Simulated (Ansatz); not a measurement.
## Phonons of BeNi (Pm-3m)

```
Be Ni
1.0
     2.58330    0.00000    0.00000
     0.00000    2.58330    0.00000
     0.00000    0.00000    2.58330
Be Ni
1 1
Direct
  0.00000 0.00000 0.00000
  0.50000 0.50000 0.50000
```

Unless marked otherwise, the numbers come from PBEsol, all-electron LAPW in Ansatz 0.2.0, scalar-relativistic. k mesh 16×16×16, Fermi-Dirac smearing of 0.050 eV, basis error target 1 meV/atom. The cell was relaxed by PAW under this functional. This phase needn't be the one found at ambient conditions.

Atoms are displaced by 0.01 Å in the smallest supercells that hold the wave vectors of a 2×2×2 mesh. Negative values stand for unstable modes.

Question: What are the phonon energies at the solved wave vectors, in cm⁻¹?

Answer: 

```json
{"q": "0.000 0.000 0.000", "point": "Gamma", "modes (cm⁻¹)": "498.7 (×3)"}
{"q": "0.500 0.000 0.000", "point": "X", "modes (cm⁻¹)": "196.8 (×2), 272.9, 505.9 (×2), 524.2"}
{"q": "0.500 0.500 0.000", "point": "M", "modes (cm⁻¹)": "178.6 (×2), 211.1, 480.8, 498.9 (×2)"}
{"q": "0.500 0.500 0.500", "point": "R", "modes (cm⁻¹)": "252.3 (×3), 506.1 (×3)"}
```

Question: Is the structure dynamically stable at these wave vectors?

Answer: Yes, no mode is unstable there; wave vectors off this mesh aren't tested.

Question: How do the optical zone-centre modes decompose, and which are active?

Answer: Point group m-3m: Γ_opt = T1u.

| label | cm⁻¹ | activity | mostly |
| --- | --- | --- | --- |
| T1u | 498.7 | IR | Be (87 %) |

In a metal the activity is that of symmetry alone; free carriers screen the infrared modes.

Question: How well do frozen-core PAW files reproduce these all-electron values?

Answer: With a cutoff of 420 eV and displacements of 0.0025 Å, the r.m.s. difference over the modes is 0.5 cm⁻¹; the largest difference is 507.2 (PAW) against 506.1 cm⁻¹ (LAPW).

Question: The cell is scaled evenly to 16.895 and 17.584 Å³ (from 17.240), with free atoms relaxed and the shape held. What are the mode Grüneisen parameters γ = −d ln ω/d ln V?

Answer: For the highest mode, 541.2 cm⁻¹ in the small cell and 507.8 in the large one give γ ≈ 1.59. From the change of the dynamical matrix on each mode:

| point | cm⁻¹ | γ |
| --- | --- | --- |
| Gamma | 498.7 | 1.57 |
| X | 196.8 | 1.33 |
| X | 272.9 | 1.85 |
| X | 505.9 | 1.38 |
| X | 524.2 | 1.59 |
| M | 178.6 | 1.65 |
| M | 211.1 | 1.11 |
| M | 480.8 | 1.40 |
| M | 498.9 | 1.82 |
| R | 252.3 | 2.04 |
| R | 506.1 | 1.55 |

Weighted by the modes' heat capacities at 300 K, the mean on this mesh is 1.56; it moves with the q mesh, and a coarse one overweights the zone boundary.

Limits of these numbers: no spin polarisation, a magnetic state may lie lower; responses of metals move with mesh and smearing; the frozen-core PAW files of the compared runs were fitted under PBE, their cores solved anew for this functional.
